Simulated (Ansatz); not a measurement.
# Step by step: AsP, relaxation of cell and atoms

Method: Ansatz 0.2.0, DFT, PBEsol, PAW with Ansatz's default frozen-core files, scalar-relativistic.

Command: `ansatz run input.yaml --threads 1 --pin off --max-ram 3072MiB --backend cpu --events-out ev --progress --plain --runs-dir out` The run took 56 s on 1 thread of Arm Neoverse V2, on a shared host, peak memory 0.4 GiB.

```yaml
crystal:
  lattice:
    - [3.3960163224, 0.0, 0.0]
    - [-1.6980081612, 2.9410364069, 0.0]
    - [0.0, 0.0, 5.0940244836]
  atoms:
    - { symbol: As, position: [0.0, 0.0, 0.0] }
    - { symbol: As, position: [0.0, 0.0, 0.5] }
    - { symbol: P, position: [0.3333333333, 0.6666666667, 0.25] }
    - { symbol: P, position: [0.6666666667, 0.3333333333, 0.75] }
kpoints:
  mp_grid: { grid: [12, 12, 7] }
scf:
  occupations: { method: fermi_dirac, width: 0.05 }
hamiltonian:
  xc: pbesol
  pseudopotentials: { kind: paw }
output:
  forces: true
  stress: true
relax:
  f_tol: 0.005
  max_steps: 80
  cell: {}
```

The cell is built from the NiAs type as a first guess.

The cutoff is 420 eV; energies and pressures of the walk include the program's estimate of the Pulay term. The PAW files were made with PBE; their cores are remade for this functional.

Each frame lists the cell vectors (Å), then Cartesian positions (Å); symmetry keeps all forces zero. Free energies count from the first step, -11101.2200 eV.

The walk took 14 evaluations in all; steps that aren't listed are left out.

Step 1: E = 0.0 meV, P = 65.43 GPa

```
cell 3.3960 0.0000 0.0000 -1.6980 2.9410 0.0000 0.0000 0.0000 5.0940
As    0.0000    0.0000    0.0000
As    0.0000    0.0000    2.5470
P     0.0000    1.9607    1.2735
P     1.6980    0.9803    3.8205
```

Step 2: E = -1805.3 meV, P = 39.55 GPa

```
cell 3.4783 0.0000 0.0000 -1.7392 3.0123 0.0000 0.0000 0.0000 5.3422
As    0.0000    0.0000    0.0000
As    0.0000    0.0000    2.6711
P     0.0000    2.0082    1.3356
P     1.7392    1.0041    4.0067
```

Step 3: E = -2875.2 meV, P = 22.71 GPa

```
cell 3.5397 0.0000 0.0000 -1.7699 3.0655 0.0000 0.0000 0.0000 5.5904
As    0.0000    0.0000    0.0000
As    0.0000    0.0000    2.7952
P     0.0000    2.0437    1.3976
P     1.7699    1.0218    4.1928
```

Step 4: E = -3464.3 meV, P = 11.20 GPa

```
cell 3.5836 0.0000 0.0000 -1.7918 3.1035 0.0000 0.0000 0.0000 5.8386
As    0.0000    0.0000    0.0000
As    0.0000    0.0000    2.9193
P     0.0000    2.0690    1.4596
P     1.7918    1.0345    4.3789
```

Step 5: E = -3737.9 meV, P = 3.62 GPa

```
cell 3.5990 0.0000 0.0000 -1.7995 3.1169 0.0000 0.0000 0.0000 6.0868
As    0.0000    0.0000    0.0000
As    0.0000    0.0000    3.0434
P     0.0000    2.0779    1.5217
P     1.7995    1.0390    4.5651
```

Step 6: E = -3831.3 meV, P = 2.05 GPa

```
cell 3.5155 0.0000 0.0000 -1.7577 3.0445 0.0000 0.0000 0.0000 6.3415
As    0.0000    0.0000    0.0000
As    0.0000    0.0000    3.1707
P     0.0000    2.0297    1.5854
P     1.7577    1.0148    4.7561
```

Step 7: E = -3838.5 meV, P = 0.39 GPa

```
cell 3.5279 0.0000 0.0000 -1.7640 3.0553 0.0000 0.0000 0.0000 6.3814
As    0.0000    0.0000    0.0000
As    0.0000    0.0000    3.1907
P     0.0000    2.0369    1.5953
P     1.7640    1.0184    4.7860
```

Step 8: E = -3838.7 meV, P = -0.01 GPa

```
cell 3.5347 0.0000 0.0000 -1.7673 3.0611 0.0000 0.0000 0.0000 6.3831
As    0.0000    0.0000    0.0000
As    0.0000    0.0000    3.1915
P     0.0000    2.0408    1.5958
P     1.7673    1.0204    4.7873
```

Step 9: E = -3941.9 meV, P = 1.82 GPa (the cell of the step before, solved again on a basis chosen afresh, hence the jump)

Step 10: E = -3957.9 meV, P = 0.34 GPa

```
cell 3.5269 0.0000 0.0000 -1.7634 3.0543 0.0000 0.0000 0.0000 6.4790
As    0.0000    0.0000    0.0000
As    0.0000    0.0000    3.2395
P     0.0000    2.0362    1.6197
P     1.7634    1.0181    4.8592
```

Step 11: E = -3959.1 meV, P = -0.03 GPa

```
cell 3.5204 0.0000 0.0000 -1.7602 3.0487 0.0000 0.0000 0.0000 6.5134
As    0.0000    0.0000    0.0000
As    0.0000    0.0000    3.2567
P     0.0000    2.0325    1.6283
P     1.7602    1.0162    4.8850
```

Q: How does the relaxation end?

A: It converges, with a = 3.517 Å, b = 3.517 Å, c = 6.520 Å, α = 90.00°, β = 90.00°, γ = 120.00° (conventional cell, space group P6_3/mmc). The last solve (on a basis chosen afresh for the final cell, so its energy is not quite comparable) gives E = -3959.4 meV, P = 0.00 GPa:
```
cell 3.5170 0.0000 0.0000 -1.7585 3.0458 0.0000 0.0000 0.0000 6.5198
As    0.0000    0.0000    0.0000
As    0.0000    0.0000    3.2599
P     0.0000    2.0305    1.6299
P     1.7585    1.0153    4.8898
```
